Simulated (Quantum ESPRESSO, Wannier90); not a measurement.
GaP (zinc blende): Wannier90 run

```
CELL_PARAMETERS angstrom
      0.00000     2.72581     2.72581
      2.72581     0.00000     2.72581
      2.72581     2.72581     0.00000
ATOMIC_POSITIONS crystal
  Ga 0.00000 0.00000 0.00000
  P  0.75000 0.75000 0.75000
```

Cell from Materials Project (mp-2490), symmetrised, no further relaxation. COD (Crystallography Open Database) has an entry of this formula and space group (matched by these alone). Computed values, not measurements, from LDA: Quantum ESPRESSO (norm-conserving PseudoDojo potentials, cutoff 64 Ry, no spin polarisation, no spin-orbit coupling) on a Γ-centred 4×4×4 mesh, then Wannier90. Density: 10×10×10 mesh, cold smearing 0.01 Ry.

Functional, cutoff and mesh named above are those of the base row (1); the first column says what each row takes instead. Model: 4 functions from bands 6-9, start SCDM (isolated) (the valence bands). Energies are relative to the valence-band maximum; the misfit is to pw.x on a path, for all bands of the set. The lattice is scaled uniformly, fractional positions fixed. Ω_total can sit in another minimum from row to row; Ω_I of an isolated set cannot.

```csv
scale,Ω_I (Å²),Ω_total (Å²),rms misfit (meV),gap (eV),bottom of band 6 (eV)
0.97,5.68,6.30,96,1.28,-13.24
0.985,5.79,6.39,96,1.37,-12.86
1,5.91,6.51,98,1.45,-12.51
1.015,6.04,6.63,102,1.23,-12.19
1.03,6.19,6.77,108,0.89,-11.88
```
